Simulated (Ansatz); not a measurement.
**Computed properties of CdFCl (Janus 1T monolayer)**

All numbers come from the PAW code Ansatz. Note: simulated data, non-magnetic, for a generated structure that need not be the stable one.

CdFCl as a Janus 1T monolayer, relaxed with r2SCAN. In-plane lattice: a = 3.662 Å, b = 3.662 Å, γ = 120.0°; thickness between the outer nuclei 2.43 Å. Around Cd lie 3 F at 2.31 Å and 3 Cl at 2.60 Å; around F lie 3 Cd at 2.31 Å; around Cl lie 3 Cd at 2.60 Å.

Relaxed lattice by functional, symmetry kept:
```json
{"functional": "PBE", "k mesh": "12×12×1", "a (Å)": "3.714", "thickness (Å)": "2.45"}
{"functional": "r2SCAN", "k mesh": "12×12×1", "a (Å)": "3.662", "thickness (Å)": "2.43"}
{"functional": "PBEsol", "k mesh": "12×12×1", "a (Å)": "3.640", "thickness (Å)": "2.43"}
{"functional": "LDA", "k mesh": "12×12×1", "a (Å)": "3.584", "thickness (Å)": "2.41"}
{"functional": "HSE06", "k mesh": "6×6×1", "a (Å)": "3.685", "thickness (Å)": "2.41"}
```

Band edges at fixed r2SCAN geometry:
```csv
level,k mesh,gap (eV),kind,edges,least direct gap (eV),rough cost
LDA,12×12×1,2.98,direct,Γ,2.98,8 core-seconds
PBE,12×12×1,3.21,direct,Γ,3.21,13 core-seconds
PBE+SOC,12×12×1,3.18,direct,Γ,3.18,40 core-seconds
r2SCAN,12×12×1,3.77,direct,Γ,3.77,20 core-seconds
r2SCANh,6×6×1,4.55,direct,Γ,4.55,6 core-minutes
HSE06,6×6×1,4.61,direct,Γ,4.61,4 core-minutes
HSE06+SOC,6×6×1,4.57,direct,Γ,4.57,18 core-minutes
PBE0,6×6×1,5.36,direct,Γ,5.36,4 core-minutes
Hartree-Fock,6×6×1,11.34,direct,Γ,11.34,6 core-minutes
```
PBE: smearing of 0.02 eV; the others have fixed occupations.
Wave cutoffs: 420 eV, 500 eV (r2SCAN, r2SCANh).
Costs come from shared machines and give only the order; PBE's includes the band path. The runs had 4 threads of AMD EPYC 9R45 96-Core Processor (Zen 5), with other jobs on the host.

The HSE06 gap is direct at Γ: 4.61 eV. Spin-orbit coupling changes the PBE gap by -0.03 eV, to 3.18 eV. Spin-orbit coupling changes the HSE06 gap by -0.04 eV, to 4.57 eV.

r2SCAN covers 40 % of the step from PBE to HSE06, while HSE06 needs about 12 times r2SCAN's cost (on a coarser mesh). For gaps to 0.1 eV, spin-orbit coupling (up to 0.04 eV here) can be left out. All these functionals give a gap of the same kind, direct.

Only the levels marked +SOC include spin-orbit coupling.

The meshes of the hybrids are coarse, so their gaps aren't converged to the digits shown.
